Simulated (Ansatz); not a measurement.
AgW:
```xyz
4
Lattice="4.5874 0.0000 0.0000 0.0000 2.7015 0.0000 0.0000 0.0000 5.1507" Properties=species:S:1:pos:R:3 pbc="T T T"
W      1.1469     0.0000     4.4604
W      3.4406     0.0000     0.6903
Ag     1.1469     1.3508     1.8621
Ag     3.4406     1.3508     3.2887
```

Relaxed with PBEsol. Special points in fractions of this cell's reciprocal vectors: Γ (0.000, 0.000, 0.000); X (0.500, 0.000, 0.000); S (0.500, 0.500, 0.000); Y (0.000, 0.500, 0.000); Z (0.000, 0.000, 0.500); U (0.500, 0.000, 0.500); R (0.500, 0.500, 0.500); T (0.000, 0.500, 0.500).

List the band energies nearest the Fermi level at these points for PBEsol with spin–orbit coupling (plane waves, PAW; program Ansatz).

In eV from the Fermi level; about four levels below and three above (degenerate sets whole), none deeper than 8.9 eV; points with the same levels are listed once.

| k | below | above |
|---|---|---|
| Γ | -1.79 -1.79 -0.19 -0.19 | 1.08 1.08 1.78 1.78 |
| X | -0.06 -0.06 -0.06 -0.06 | 2.01 2.01 2.01 2.01 |
| S | -0.86 -0.86 -0.86 -0.86 | 3.01 3.01 3.01 3.01 |
| Y | -1.62 -1.62 -0.54 -0.54 | 0.14 0.14 0.56 0.56 |
| Z | -2.05 -2.05 -1.79 -1.79 | 0.78 0.78 1.71 1.71 |
| U | -1.04 -1.04 -1.04 -1.04 | 1.71 1.71 1.71 1.71 |
| R | -0.71 -0.71 -0.71 -0.71 | 0.60 0.60 0.60 0.60 |
| T | -0.75 -0.75 -0.48 -0.48 | 0.96 0.96 1.47 1.47 |

Space group Pmma. The start of the workflow was typed in or built on a structure type; neither database checked (COD, Materials Project) lists it. Its standing as an ambient phase is unchecked. The PBEsol relaxation kept the symmetry of its start. At this level the phase is dynamically unstable (imaginary phonons). The run is not spin-polarised. Its formation energy is positive at this level, so the cell may be metastable or incomplete.

Potentials: the later of the program's two PAW sets.
